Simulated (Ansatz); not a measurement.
Consider the following.

AlCo (CsCl type)

```
AlCo
1.0
    2.85208     0.00000     0.00000
    0.00000     2.85208     0.00000
    0.00000     0.00000     2.85208
Al Co
1 1
Direct
  0.00000   0.00000   0.00000
  0.50000   0.50000   0.50000
```

In this cell atom 1 (Al, nearest neighbour Co at 2.470 Å; its periodic images, 2.9 Å or more away, move with it) is moved by s towards the nearest neighbour, unit vector (-0.577, -0.577, -0.577); all other atoms and the cell stay fixed.

Method: PBE (plane waves to 420 eV, PAW, scalar-relativistic; Ansatz, an electronic-structure program). k mesh 13×13×13 (Γ-centred), Fermi-Dirac smearing 0.05 eV. E stands for the smeared free energy. With partly filled bands, energies and forces of such displacements shift with the k mesh and the smearing. AlCo is run without spin polarisation. AlCo was relaxed with its symmetry unable to fall. The zero of ΔE is the undisplaced structure.

The scan covers s from -0.250 to 0.250 Å in 11 points.

Task: Is the energy the same for equal positive and negative displacements?

Result: Even: the same for both signs. With its periodic images moving along, the atom's site symmetry in this cell is m-3m.

Task: What is the force constant k = d²E/ds² of this move at s = 0?

Result: 7.24 eV/Å².

Task: With two atoms in the cell this is the zone-centre optical mode. What wavenumber follows?

Result: 326 cm⁻¹.

(For displaced atoms, the force is minus the slope of the energy, and its curvature is a force constant, which sets phonon frequencies.)
